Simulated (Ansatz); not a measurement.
AlN:
```cif
data_AlN
_chemical_formula_sum 'Al1 N1'
_space_group_name_H-M_alt 'P 1'
_space_group_IT_number 1
_cell_length_a 3.09538
_cell_length_b 3.09538
_cell_length_c 3.09538
_cell_angle_alpha 60.000
_cell_angle_beta 60.000
_cell_angle_gamma 60.000
loop_
_space_group_symop_operation_xyz
  'x, y, z'
loop_
_atom_site_label
_atom_site_type_symbol
_atom_site_fract_x
_atom_site_fract_y
_atom_site_fract_z
_atom_site_occupancy
Al1 Al 0.00000 0.00000 0.00000 1
N1 N 0.25000 0.25000 0.25000 1
```

Relaxed with PBEsol.

Give the optical modes at the zone centre with their infrared activity from DFPT, PBEsol (plane waves, PAW; program Ansatz).

Transverse frequencies, without the LO–TO term; a row sums one degenerate level.

```
ω (cm⁻¹)  degeneracy  IR ((D/Å)²/amu)  activity  symmetry
--------  ----------  ---------------  --------  --------
649                3            48.73        IR        T2
```

How high does the top mode go among those that the LO–TO term moves?

881 cm⁻¹ for q along x.

Space group F-43m (zinc blende). Symmetry was held in the PBEsol relaxation; phonons on a q-mesh show no instability.

Potentials: the later of the program's two PAW sets.
